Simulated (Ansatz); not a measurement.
HgS:
```xyz
6
Lattice="4.1617 0.0000 0.0000 -2.0808 3.6041 0.0000 0.0000 0.0000 9.5032" Properties=species:S:1:pos:R:3 pbc="T T T"
Hg     2.9692     0.0000     6.3355
Hg    -1.4846     2.5714     3.1677
Hg     0.5962     1.0327     0.0000
S      2.0756     0.0000     1.5839
S     -1.0378     1.7975     7.9194
S      1.0431     1.8066     4.7516
```

Relaxed with PBE+D3(BJ). Special points in fractions of this cell's reciprocal vectors: Γ (0.000, 0.000, 0.000); M (0.500, 0.000, 0.000); K (0.333, 0.333, 0.000); A (0.000, 0.000, 0.500); L (0.500, 0.000, 0.500); H (0.333, 0.333, 0.500).

List the band energies nearest the valence-band maximum at these points for PBE+D3(BJ) with spin–orbit coupling in the plane-wave PAW code Ansatz.

In eV from the valence-band maximum; about four levels below and three above (degenerate sets whole), none deeper than 8.9 eV; points with the same levels are listed once.

```tsv
k	below	above
Γ	-0.07 -0.07 -0.06 -0.06	1.23 1.23 3.14 3.14
M	-0.79 -0.79 -0.67 -0.67	1.61 1.61 2.81 2.81
K	-0.86 -0.86 -0.85 -0.79	2.33 2.33 2.53
A	-0.07 -0.07 -0.05 -0.05	2.09 2.09 2.15 2.15
L	-0.76 -0.76 -0.70 -0.70	1.87 1.87 2.48 2.48
H	-1.95 -1.95 -0.58 -0.58	2.56 2.56 3.20 3.20
```

Space group P3_221. The PBE+D3(BJ) relaxation kept the symmetry of its start; of distortions, only those at the zone centre were tested.

Potentials: the later of the program's two PAW sets.
